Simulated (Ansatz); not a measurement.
Si2Ru (MoSi2 or CaC2 type, I4/mmm) under volume change, LDA in the plane-wave PAW code Ansatz, shape and atoms relaxed at each volume.

| V (Å³/atom) | E − E(relaxed) (meV/atom) | P (GPa) |
|---|---|---|
| 11.585 | 82.9 | 25.25 |
| 11.967 | 34.8 | 15.43 |
| 12.349 | 8.2 | 7.09 |
| 12.731 | 0.0 | 0.00 |
| 13.113 | 7.3 | -6.00 |
| 13.495 | 27.9 | -11.06 |
| 13.877 | 59.5 | -15.32 |

Question: What does a third-order Birch–Murnaghan fit give for V₀, B₀ and B′?

Answer: V₀ = 12.73 Å³/atom, B₀ = 216 GPa, B′ = 4.5.

The cell is a constructed one: a structure type filled with these elements; neither database checked (COD, Materials Project) lists it. Whether it is the stable phase at ambient conditions was not checked. Symmetry was held in the LDA relaxation; its stability against distortions is not shown here. The run is not spin-polarised.

Potentials: the later of the program's two PAW sets.
